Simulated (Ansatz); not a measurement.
The cell is Al₂BN₃ as one 6-atom ordering (Imm2) on the zincblende lattice; cell and atoms were relaxed with r2SCAN. The symmetry is Imm2 (No. 44, orthorhombic); conventional cell a = 2.912 Å, b = 8.727 Å, c = 4.171 Å, 8.83 Å³ an atom. B has 4 N at 1.57–1.72 Å; N has 2 B at 1.72 Å and 2 Al at 1.88 Å; Al has 4 N at 1.86–1.88 Å; N has 1 B at 1.57 Å and 3 Al at 1.86–1.88 Å.

```cif
data_structure
_symmetry_space_group_name_H-M 'Imm2'
_symmetry_Int_Tables_number 44
_cell_length_a 2.9115
_cell_length_b 8.7267
_cell_length_c 4.1710
_cell_angle_alpha 90.000
_cell_angle_beta 90.000
_cell_angle_gamma 90.000
_cell_volume 105.98
loop_
_atom_site_label
_atom_site_type_symbol
_atom_site_symmetry_multiplicity
_atom_site_Wyckoff_symbol
_atom_site_fract_x
_atom_site_fract_y
_atom_site_fract_z
_atom_site_occupancy
B1 B 2 a 0.00000 0.00000 0.01417 1
N1 N 2 b 0.50000 0.00000 0.79332 1
Al1 Al 4 d 0.50000 0.16282 0.49880 1
N2 N 4 d 0.00000 0.15015 0.22246 1
```

4 runs of the plane-wave code Ansatz on this cell differ in the functional (and in the settings that go with it). Levels are in eV from each run's valence top; v1 is the last filled band, c1 the first empty one.

Run A, mean stress 0.0 GPa (compression positive):
```tsv
point	v2	v1	c1	c2
Γ	-0.19	0.00	5.22	6.68
X	-0.34	-0.21	3.60	7.79
F₀	-1.86	-1.15	4.76	4.80
```

Run B, mean stress -1.7 GPa (compression positive):
```tsv
point	v2	v1	c1	c2
Γ	-0.20	0.00	6.02	7.46
X	-0.38	-0.21	4.27	8.50
F₀	-1.99	-1.25	5.44	5.47
```

Run C, mean stress +4.6 GPa (compression positive):
```tsv
point	v2	v1	c1	c2
Γ	-0.19	0.00	4.63	6.02
X	-0.30	-0.22	3.04	7.04
F₀	-1.79	-1.11	4.16	4.20
```

Run D, mean stress -1.7 GPa (compression positive):
```tsv
point	v2	v1	c1	c2
Γ	-0.20	0.00	6.76	8.22
X	-0.39	-0.22	5.01	9.26
F₀	-2.00	-1.26	6.19	6.21
```

Problem. Match the runs to PBE, r2SCAN, HSE06, PBE0.

Solution. A is r2SCAN, B is HSE06, C is PBE, D is PBE0. In order of the gap: PBE 3.04, r2SCAN 3.60, HSE06 4.27, PBE0 5.01 eV. The stress vanishes for r2SCAN, which relaxed the cell.

Simulation only: spin-unpolarised, and no claim that this is the phase found in nature.

The program warns that its thresholds are loose for a hybrid's stress.
